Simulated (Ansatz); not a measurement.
GaAs:
```xyz
4
Lattice="3.7679 0.0000 0.0000 -1.8840 3.2631 0.0000 0.0000 0.0000 6.4414" Properties=species:S:1:pos:R:3 pbc="T T T"
Ga     0.0000     0.0000     0.0000
Ga     0.0000     0.0000     3.2207
As     0.0000     2.1754     1.6104
As     1.8840     1.0877     4.8311
```

Relaxed with PBE. Special points in fractions of this cell's reciprocal vectors: Γ (0.000, 0.000, 0.000); M (0.500, 0.000, 0.000); K (0.333, 0.333, 0.000); A (0.000, 0.000, 0.500); L (0.500, 0.000, 0.500); H (0.333, 0.333, 0.500).

Q: List the band energies nearest the Fermi level at these points for the program Ansatz at the PBE level (PAW).

A: In eV from the Fermi level; about four levels below and three above (degenerate sets whole), none deeper than 8.9 eV; points with the same levels are listed once.

```json
[
 {"k": "Γ", "below": "-7.62 -0.58 -0.24", "above": "0.01 0.01 0.48 0.48"},
 {"k": "M", "below": "-4.82 -4.51 -3.93 -2.26", "above": "0.27 1.22 1.61"},
 {"k": "K", "below": "-3.21 -3.21 -2.82 -2.82", "above": "5.08 6.12 6.12"},
 {"k": "A", "below": "-4.84 -4.84", "above": "0.29 0.29 0.29 0.29"},
 {"k": "L", "below": "-1.38 -1.38 -0.45 -0.45", "above": "3.61 3.61 6.18 6.18"},
 {"k": "H", "below": "-4.49 -4.49 -0.24 -0.24", "above": "0.63 0.63 2.38 2.38"}
]
```

Space group P6_3/mmc (NiAs type). The start of the workflow was typed in or built on a structure type; neither database checked (COD, Materials Project) lists it. It is not the phase usual at ambient conditions (space group No. 216). The cell keeps a stress of up to 0.2 GPa. Symmetry was held in the PBE relaxation; whether a distortion lowers the energy is not shown. Spin–orbit coupling is left out wherever it is not named.

Potentials: the later of the program's two PAW sets.
